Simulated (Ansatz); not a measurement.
Values for one crystal, relaxed and computed with PBEsol in the plane-wave PAW code Ansatz; other levels are named.

* **Volume per atom**: 13.82 Å³
* **Band gap**: 2.61 eV (smallest direct gap 2.62 eV)
* **Electron effective mass**: 0.77, 0.77, 1.4 mₑ (principal values)
* **Elastic constants (relaxed ions, GPa)**: C11 = 199, C22 = 181, C33 = 190, C12 = 66.5, C13 = 78.3, C23 = 61.6, C44 = 22.8, C55 = 60.6, C66 = 59.4, C15 = 12.0, C25 = 8.2, C35 = 11.0, C46 = 17.4
* **Conduction-band minimum**: on the A–E line, 46 % of the way from A (k = -0.500, 0.229, -0.500) (2 equivalent valleys)
* **Valence-band maximum**: on the A–E line, 16 % of the way from A (k = -0.500, -0.078, -0.500)
* **Young's modulus**: 121 GPa

Task: Which compound is it?
A. KIO3, R3c (K on 6a, I on 6a, O on 18b)
B. SiC, zinc blende
C. LaAsO3, P2_1/m (La on 2e, As on 2e, O on 2e, O on 4f)
D. NaFeO2, P2_12_12_1 (Na on 4a, Fe on 4a, O on 4a, O on 4a)

Result: C, LaAsO3, P2_1/m (La on 2e, As on 2e, O on 2e, O on 4f)

The workflow started from a Materials Project entry (that database holds measured and hypothetical structures alike); the Crystallography Open Database copy checked does not list it. Whether it is the stable phase at ambient conditions was not checked. The cell was relaxed with PBEsol under the symmetry of its start; whether a distortion lowers the energy is not shown. Scalar-relativistic: spin–orbit coupling is off unless named, which matters more the heavier the elements.

Potentials: the later of the program's two PAW sets.
